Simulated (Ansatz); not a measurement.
VH4, a known structure type with other elements, at an estimated volume

```
CELL_PARAMETERS angstrom
2.39666 0.00000 -4.10938
0.00000 4.60616 0.00000
2.39748 0.00000 4.10938
ATOMIC_POSITIONS crystal
H 0.66140 0.41420 0.35190
H 0.83860 0.91420 0.64810
H 0.33860 0.58580 0.64810
H 0.16140 0.08580 0.35190
V 0.00000 0.00000 0.00000
V 0.50000 0.50000 0.00000
H 0.16930 0.29760 0.92550
H 0.33070 0.79760 0.07450
H 0.83070 0.70240 0.07450
H 0.66930 0.20240 0.92550
```

Single point in Ansatz 0.2.0 with r2SCAN, no spin polarisation. Cutoff 500 eV, PAW datasets, 5×5×5 Γ-centred k mesh, fermi-dirac filling (width 0.1 eV).

Q: Is there a gap?

A: It is a metal, with about 8.2 states/eV a cell as the mean within 0.25 eV of the Fermi level, mostly V d (84 %) and H s (15 %).

Q: How is the charge shared?

A: Bader charges in e: V +1.68, H -0.52 to -0.32. In the mean V gives up most and H takes most.

Q: What is the formation energy?

A: 0.90 eV an atom against the elements' usual phases (free molecules for gases, crystals otherwise, with no correction for O₂ or N₂), so at this geometry it isn't bound against them. Relaxing would lower it.

Q: Which atom feels the largest force, and which way?

A: The largest is on H1 (and as large on other atoms): 3.28 eV/Å, components (2.65, -0.94, 1.70). It makes 178° with the line to a nearest neighbour, V6 at 1.51 Å, pointing away from it.

Origin: a known structure type with other elements, at an estimated volume, so it need not be a known compound. Caveats: no spin polarisation, so a magnetic state may lie lower; the k mesh is coarse if the cell is a metal; atoms or cell far from equilibrium.
